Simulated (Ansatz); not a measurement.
## BaIrO₃ (Pm-3m): electronic heat capacity and spin susceptibility from the density of states

Level of theory: DFT PBEsol, scalar-relativistic, plane waves, PAW in Ansatz 0.2.0.

Cutoff 420 eV; k points 10×10×10 on the computed 5-atom cell (Γ-centred); Gaussian smearing, width 0.10 eV; no spin polarisation.

Relaxed cell: Pm-3m, a = 4.001 Å, b = 4.001 Å, c = 4.001 Å, α = 90.00°, β = 90.00°, γ = 90.00°, 5 atoms in the primitive cell. Whether it is the stable form of this composition wasn't checked.

The density of states at the Fermi level is 3.681 states/eV in the cell of 5 atoms (1 formula unit; both spins, tetrahedra on a 15×15×15 mesh). Averaged over bins of 0.1 eV the density runs from 2.9 to 6.7 states/eV within 0.2 eV of the Fermi level, so the figure hangs on the exact place of that level.

Problem. What Sommerfeld coefficient and Pauli susceptibility does this give?

Solution. Per formula unit N(E_F) = 3.681 states/eV. γ = (π²/3) k_B² N(E_F) N_A = 2.357 mJ/(mol K²) per state/eV, so γ = 8.7 mJ/(mol K²), a mole of formula units. χ_P = μ_B² N(E_F) N_A = 3.23×10⁻⁵ emu/mol per state/eV gives 11.9×10⁻⁵ emu/mol. This is the bare band result: a measured γ of the same phase is as a rule larger by a factor 1 + λ from phonons and spin fluctuations, the spin part of χ is larger by the Stoner factor, and a measured χ also holds orbital and core terms. N(E_F) at one energy is sensitive to the mesh where the density of states has sharp peaks.

Spin-orbit coupling is left out, which matters for the bands of heavy elements.

A ferromagnetic start lost its moments in a first run, so spin was left out; other magnetic orders weren't tried.

Symmetry holds off the tilts and polar distortions that many cubic perovskites undergo.

Cost: 1 run of about 0.95 core-minutes, on Arm Neoverse V1 (shared hosts).